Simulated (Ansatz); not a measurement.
InGa3P4 as one 8-atom ordering on the zincblende lattice, 8 atoms and 72 valence electrons in a cell of about 172 Å³, was run 8 times in Ansatz 0.2.0, each time on 4 threads of Arm Neoverse V1, on a shared host.

```tsv
run	k mesh	irreducible k	cutoff (eV)	plane waves	bands	SCF iterations	wall time	peak host memory (GiB)
relaxation, PBE	4×4×4	10	420	3431	44	50	15 s	0.43
relaxation, r2SCAN	4×4×4	10	500	4385	44	32	22 s	0.78
bands, PBE	6×6×6	20	420	3407	42	7	13 s	0.62
single point, r2SCAN	6×6×6	20	500	4385	42	7	13 s	0.78
single point, HSE06	4×4×4	10	420	3407	42	16	2 min	3.1
single point, PBE+SOC	6×6×6	20	420	3407	84	8	57 s	1.7
field response, r2SCAN	4×4×4	21	500	4385	44	14	110 s	2.2
single point, PBE0	4×4×4	10	420	3407	42	15	120 s	3.1
```

The slowest run (single point, HSE06) took about 10 times as long as the quickest (single point, r2SCAN).

Only the levels marked +SOC include spin-orbit coupling.
